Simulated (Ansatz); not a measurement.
## Re (P6_3/mmc), symmetry broken, then relaxed

Method: DFT PBEsol, scalar-relativistic, plane waves, PAW (Ansatz 0.2.0). Cutoff 420 eV, Γ-centred 15×15×8 k-points, Gaussian smearing of 0.15 eV. Spin–orbit coupling is left out, which can shift energies with elements as heavy as these. No spin polarisation. Energies are free energies at this smearing, counted from the undisturbed cell; pressure is positive in compression.

The starting cell (relaxed at this level):

```
Re
1.0
     2.75030    0.00000    0.00000
    -1.37515    2.38183    0.00000
     0.00000    0.00000    4.44329
Re
2
Direct
  0.33333 0.66667 0.25000
  0.66667 0.33333 0.75000
```

The atoms are displaced (Å, in the unstrained cell):

| atom | ux | uy | uz |
| --- | --- | --- | --- |
| Re1 | 0.061 | -0.092 | 0.112 |
| Re2 | -0.061 | 0.092 | -0.112 |

The cell is strained by (-0.0754, 0.0150, 0.0117, -0.0320, 0.1365, 0.1173) (xx, yy, zz, yz, xz, xy; engineering shear). Cell and atoms are then relaxed.

Question: Does the relaxation return to the undisturbed structure?

Answer: Yes (up to a choice of domain or origin): same space group and volume, and an energy 0.0 meV/atom from it. The disturbance itself cost 658.2 meV/atom. The final space group reads P6_3/mmc (tolerance 0.05 Å) and the volume changes by 0.02 %.

Final structure:

```yaml
crystal:
  lattice:
    - [2.74931, 0.00001, 0.00014]
    - [-1.37465, 2.38099, -0.00011]
    - [-0.00016, 0.00004, 4.44733]
  atoms:
    - { symbol: Re, position: [0.33333, 0.66667, 0.25000] }
    - { symbol: Re, position: [0.66667, 0.33333, 0.75000] }
```

The relaxation, step by step (energy from the first step; small jumps at an unchanged geometry come where the plane waves are selected anew for the new cell):

| step | ΔE (meV/atom) | largest force component (eV/Å) | pressure (GPa) |
| --- | --- | --- | --- |
| 1 | 0.0 | 2.883 | 48.94 |
| 2 | -401.4 | 0.757 | 6.64 |
| 3 | -583.6 | 0.407 | 10.93 |
| 4 | -645.3 | 0.144 | 6.57 |
| 5 | -646.6 | 0.006 | -6.64 |
| 6 | -652.1 | 0.003 | 0.47 |
| 7 | -652.2 | 0.002 | -0.02 |
| 8 | -657.9 | 0.001 | 0.62 |
| 9 | -658.2 | 0.000 | 0.05 |
| 10 | -658.2 | 0.000 | 0.00 |
| 11 | -658.2 | 0.000 | 0.00 |

Cost: 3 runs of about 5.2 core-minutes in all, on Arm Neoverse V1 (shared hosts).